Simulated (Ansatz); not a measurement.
This guess for Mg2Si3N is about to be relaxed.

```cif
data_structure
_symmetry_space_group_name_H-M 'Cmmm'
_symmetry_Int_Tables_number 65
_cell_length_a 4.9097
_cell_length_b 8.8360
_cell_length_c 4.0518
_cell_angle_alpha 90.000
_cell_angle_beta 90.000
_cell_angle_gamma 90.000
_cell_volume 175.78
loop_
_atom_site_label
_atom_site_type_symbol
_atom_site_symmetry_multiplicity
_atom_site_Wyckoff_symbol
_atom_site_fract_x
_atom_site_fract_y
_atom_site_fract_z
_atom_site_occupancy
Mg1 Mg 4 f 0.75000 0.25000 0.50000 1
Si1 Si 4 i 0.00000 0.32204 0.00000 1
Si2 Si 2 c 0.50000 0.00000 0.50000 1
N1 N 2 a 0.00000 0.00000 0.00000 1
```

Level of theory: Ansatz, DFT PBE, scalar-relativistic, plane waves, PAW. Cutoff 420 eV, Gaussian smearing, Γ-centred meshes. Cell and atoms relax first on a coarse mesh and then on a finer one. In between, the cell is made exact in the group found at 0.06 Å. In metals the finer mesh still leaves noise of several meV/atom or more. The steps can't lower the symmetry of their start. No spin polarisation in the relaxation; trial moments died out in a coarse test.

A guess keeps its type if space group and coordination stay and the shape of the cell changes little (axis ratios within about 15 %, angles within 6°); the volume may change.

**Question.** Does this structure survive the relaxation?

**Answer.** It doesn't keep its type. The symmetry stays Cmmm (No. 65). The volume per atom grows by 26.4 %, from 14.6 to 18.5 Å³. The shortest distance goes from 2.45 Å (Mg–Si) to 1.68 Å (Si–N). Counting neighbours within 15 % of an atom's shortest distance, the start has Mg 8, N 18, Si 8 and the end Mg 6, N 2, Si 1/4. In detail, at the end Mg has 6 Si at 2.83–2.94 Å, 2 Mg at 3.31 Å, 4 N at 3.37 Å and 2 Mg at 3.65 Å; around Si on a site of symmetry 2mm lie 1 N at 1.68 Å, 2 Si at 2.44 Å and 4 Mg at 2.94 Å; N has 2 Si at 1.68 Å and 8 Mg at 3.37 Å; 1 more site not described.

```cif
data_structure
_symmetry_space_group_name_H-M 'Cmmm'
_symmetry_Int_Tables_number 65
_cell_length_a 6.6142
_cell_length_b 9.2044
_cell_length_c 3.6489
_cell_angle_alpha 90.000
_cell_angle_beta 90.000
_cell_angle_gamma 90.000
_cell_volume 222.14
loop_
_atom_site_label
_atom_site_type_symbol
_atom_site_symmetry_multiplicity
_atom_site_Wyckoff_symbol
_atom_site_fract_x
_atom_site_fract_y
_atom_site_fract_z
_atom_site_occupancy
Mg1 Mg 4 f 0.25000 0.25000 0.50000 1
Si1 Si 4 g 0.74559 0.00000 0.00000 1
Si2 Si 2 c 0.50000 0.00000 0.50000 1
N1 N 2 a 0.00000 0.00000 0.00000 1
```

The last run used an 8×8×10 mesh (in the run's order of axes) for its 6-atom cell and Gaussian smearing of 0.10 eV. A structure relaxed within its symmetry needn't be a true minimum.

In counts of neighbours, a slash parts the counts of unlike sites.
